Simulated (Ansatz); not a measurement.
AlRu (CsCl type)

```
AlRu
1.0
    2.98252     0.00000     0.00000
    0.00000     2.98252     0.00000
    0.00000     0.00000     2.98252
Al Ru
1 1
Direct
  0.00000   0.00000   0.00000
  0.50000   0.50000   0.50000
```

The slice is a {210} plane (indices of the conventional cell) through the point (0.000, 0.000, 0.000) (fractional), spanned by u = [100] and v = [021] in vectors of this cell: u (2.98 Å) and v (6.67 Å, at 90° to u). It covers one period; positions are fractions (u, v).

Calculation: r2SCAN (plane waves to 500 eV, PAW, scalar-relativistic; Ansatz, a program for electronic structure). k mesh 16×16×16. Near the nuclei the fields are pseudised (PAW); where an atom keeps semicore shells as valence, they peak there. AlRu is run without spin polarisation. AlRu was relaxed with its symmetry unable to fall.

Problem. Sketch the electrostatic potential energy of an electron, from the cell's mean on this plane as a map.

Solution. 
```tsv
v \ u	0.00	0.15	0.31	0.46	0.62	0.77	0.92
0.96	x	x	x	10.5	7.9	x	x
0.86	x	4.4	8.1	8.4	8.4	6.8	x
0.75	11.3	8.8	x	x	x	4.7	10.7
0.64	10.0	8.1	x	x	x	4.7	9.6
0.54	10.5	10.8	10.4	9.3	9.8	10.8	10.6
0.43	10.2	10.0	7.9	4.6	6.1	9.3	10.2
0.32	10.4	7.6	x	x	x	<3.0	9.8
0.21	10.7	9.3	<3.0	x	x	7.0	10.4
0.11	x	x	7.0	10.4	9.4	x	x
0.00	x	x	x	10.3	7.4	x	x
```

Values: electrostatic potential energy of an electron, from the cell's mean, in eV. Points within 1 Å of a nucleus are blanked (x), as the pseudised field means little there. Values under 3 eV are set to 3. The zero, the cell's mean, hangs on the PAW cores.
